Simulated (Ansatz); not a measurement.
CoSn:
```cif
data_Co3Sn3
_chemical_formula_sum 'Co3 Sn3'
_space_group_name_H-M_alt 'P6/mmm'
_space_group_IT_number 191
_space_group_name_Hall '-P 6 2'
_cell_length_a 5.24192
_cell_length_b 5.24192
_cell_length_c 4.18693
_cell_angle_alpha 90.000
_cell_angle_beta 90.000
_cell_angle_gamma 120.000
loop_
_atom_site_label
_atom_site_type_symbol
_atom_site_symmetry_multiplicity
_atom_site_Wyckoff_symbol
_atom_site_fract_x
_atom_site_fract_y
_atom_site_fract_z
_atom_site_occupancy
Co1 Co 3 f 0.00000 0.50000 0.00000 1
Sn1 Sn 1 a 0.00000 0.00000 0.00000 1
Sn2 Sn 2 d 0.33333 0.66667 0.50000 1
```

Relaxed with r²SCAN.

### Question
Which orbitals make up the states near the Fermi level in r²SCAN (plane waves, PAW; program Ansatz)?

### Answer
Within 0.5 eV of the Fermi level: Co 3d 85 %, Sn 5p 11 %. Projections are on Löwdin-orthogonalised atomic valence shells; empty p or d shells of many metals are not among them.

### Question
Tabulate the density of states.

### Answer
States/eV per cell of 6 atoms, in 0.25 eV bins, energy from the Fermi level.

| E (eV) | total | Co 3d | Sn 5p | Sn 5s |
|---|---|---|---|---|
| -7.85 | 1.75 | 0.13 | 0.30 | 1.17 |
| -7.60 | 1.73 | 0.18 | 0.29 | 1.15 |
| -7.35 | 1.74 | 0.21 | 0.25 | 1.17 |
| -7.10 | 1.57 | 0.21 | 0.18 | 1.09 |
| -6.85 | 0.61 | 0.09 | 0.11 | 0.36 |
| -6.60 | 0.44 | 0.07 | 0.08 | 0.25 |
| -6.35 | 0.55 | 0.08 | 0.17 | 0.22 |
| -6.10 | 0.80 | 0.10 | 0.30 | 0.23 |
| -5.85 | 0.86 | 0.11 | 0.37 | 0.22 |
| -5.60 | 0.85 | 0.10 | 0.43 | 0.15 |
| -5.35 | 1.26 | 0.19 | 0.72 | 0.15 |
| -5.10 | 2.23 | 0.42 | 1.30 | 0.22 |
| -4.85 | 2.33 | 0.47 | 1.39 | 0.18 |
| -4.60 | 2.06 | 0.44 | 1.21 | 0.16 |
| -4.35 | 2.04 | 0.52 | 1.12 | 0.17 |
| -4.10 | 2.59 | 0.79 | 1.31 | 0.22 |
| -3.85 | 3.69 | 1.45 | 1.63 | 0.28 |
| -3.60 | 3.68 | 1.71 | 1.51 | 0.21 |
| -3.35 | 3.33 | 1.77 | 1.27 | 0.12 |
| -3.10 | 4.13 | 2.16 | 1.58 | 0.16 |
| -2.85 | 7.30 | 4.41 | 2.49 | 0.14 |
| -2.60 | 4.90 | 2.88 | 1.73 | 0.08 |
| -2.35 | 7.36 | 5.10 | 1.92 | 0.05 |
| -2.10 | 9.75 | 7.56 | 1.77 | 0.08 |
| -1.85 | 11.66 | 9.84 | 1.44 | 0.06 |
| -1.60 | 9.27 | 7.76 | 1.19 | 0.02 |
| -1.35 | 7.57 | 6.98 | 0.33 | 0.02 |
| -1.10 | 4.96 | 4.69 | 0.09 | 0.01 |
| -0.85 | 6.60 | 6.18 | 0.16 | 0.05 |
| -0.60 | 16.70 | 15.75 | 0.51 | 0.17 |
| -0.35 | 13.11 | 11.88 | 0.73 | 0.20 |
| -0.10 | 3.56 | 2.88 | 0.47 | 0.10 |
| 0.15 | 2.10 | 1.35 | 0.59 | 0.07 |
| 0.40 | 2.23 | 1.28 | 0.77 | 0.10 |
| 0.65 | 4.26 | 2.93 | 1.08 | 0.15 |
| 0.90 | 4.36 | 2.79 | 1.23 | 0.22 |
| 1.15 | 3.58 | 1.94 | 1.22 | 0.28 |
| 1.40 | 3.07 | 1.52 | 1.14 | 0.25 |
| 1.65 | 2.23 | 1.00 | 0.92 | 0.17 |
| 1.90 | 2.07 | 0.79 | 0.92 | 0.21 |
| 2.15 | 2.25 | 0.74 | 1.04 | 0.29 |
| 2.40 | 1.91 | 0.59 | 0.85 | 0.31 |
| 2.65 | 1.82 | 0.51 | 0.82 | 0.33 |
| 2.90 | 1.90 | 0.48 | 0.88 | 0.36 |
| 3.15 | 2.53 | 0.55 | 1.27 | 0.40 |
| 3.40 | 2.50 | 0.50 | 1.21 | 0.39 |
| 3.65 | 2.40 | 0.43 | 1.22 | 0.30 |
| 3.90 | 2.54 | 0.42 | 1.35 | 0.25 |
| 4.15 | 2.80 | 0.42 | 1.54 | 0.24 |
| 4.40 | 2.91 | 0.38 | 1.51 | 0.22 |
| 4.65 | 2.86 | 0.33 | 1.46 | 0.19 |
| 4.90 | 2.84 | 0.29 | 1.46 | 0.17 |

The cell was relaxed with r²SCAN under the symmetry of its start. The workflow began spin-polarised and lost its moments. Scalar-relativistic: spin–orbit coupling is off unless named, which matters more the heavier the elements.

Potentials: the later of the program's two PAW sets.
